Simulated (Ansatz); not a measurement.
Si$_{3}$N$_{4}$:
```
CELL_PARAMETERS angstrom
      7.60574     0.00000     0.00000
     -3.80287     6.58676     0.00000
      0.00000     0.00000     2.90569
ATOMIC_POSITIONS crystal
  Si 0.17538 0.76934 0.25000
  Si 0.23066 0.40604 0.25000
  Si 0.59396 0.82462 0.25000
  Si 0.82462 0.23066 0.75000
  Si 0.76934 0.59396 0.75000
  Si 0.40604 0.17538 0.75000
  N  0.33031 0.03125 0.25000
  N  0.96875 0.29905 0.25000
  N  0.70095 0.66969 0.25000
  N  0.66969 0.96875 0.75000
  N  0.03125 0.70095 0.75000
  N  0.29905 0.33031 0.75000
  N  0.33333 0.66667 0.25000
  N  0.66667 0.33333 0.75000
```

Relaxed with r²SCAN. r²SCAN in the plane-wave PAW code Ansatz gives a gap of 4.99 eV.

Task: What gap does HSE06 give on the same cell (Ansatz, PAW)?

Result: 5.77 eV, 0.78 eV more. The hybrid was solved on a coarser mesh and at special points; its gap is the smallest among all of these.

```json
[
 {"k": "Γ", "v1 r²SCAN": "-0.21", "c1 r²SCAN": "4.99", "v1 HSE06": "-0.23", "c1 HSE06": "5.77"},
 {"k": "A", "v1 r²SCAN": "-1.37", "c1 r²SCAN": "5.33", "v1 HSE06": "[?]", "c1 HSE06": "[?]"},
 {"k": "K", "v1 r²SCAN": "-0.30", "c1 r²SCAN": "5.34", "v1 HSE06": "-0.32", "c1 HSE06": "6.16"},
 {"k": "H", "v1 r²SCAN": "-1.14", "c1 r²SCAN": "5.68", "v1 HSE06": "[?]", "c1 HSE06": "[?]"},
 {"k": "M", "v1 r²SCAN": "-0.27", "c1 r²SCAN": "5.26", "v1 HSE06": "[?]", "c1 HSE06": "[?]"},
 {"k": "L", "v1 r²SCAN": "-1.09", "c1 r²SCAN": "5.43", "v1 HSE06": "[?]", "c1 HSE06": "[?]"}
]
```

Task: Top valence (v1) and lowest conduction level (c1) in eV from each method's valence maximum (which need not be a listed point): supply the withheld HSE06 values.

Result: 
- L, v1 HSE06: -1.13
- L, c1 HSE06: 6.23
- M, v1 HSE06: -0.29
- M, c1 HSE06: 6.08
- H, v1 HSE06: -1.19
- H, c1 HSE06: 6.49
- A, v1 HSE06: -1.43
- A, c1 HSE06: 6.12

Cost on shared cores: the r²SCAN run (SCF on a 4×4×10 mesh, then bands and DOS) around 3 core-minutes (rough), the HSE06 run (SCF on 3×3×6, then a few points) about 8 core-minutes (a rough figure); the tasks are unlike.

Space group P6_3/m. Symmetry was held in the r²SCAN relaxation.

Potentials: the later of the program's two PAW sets.
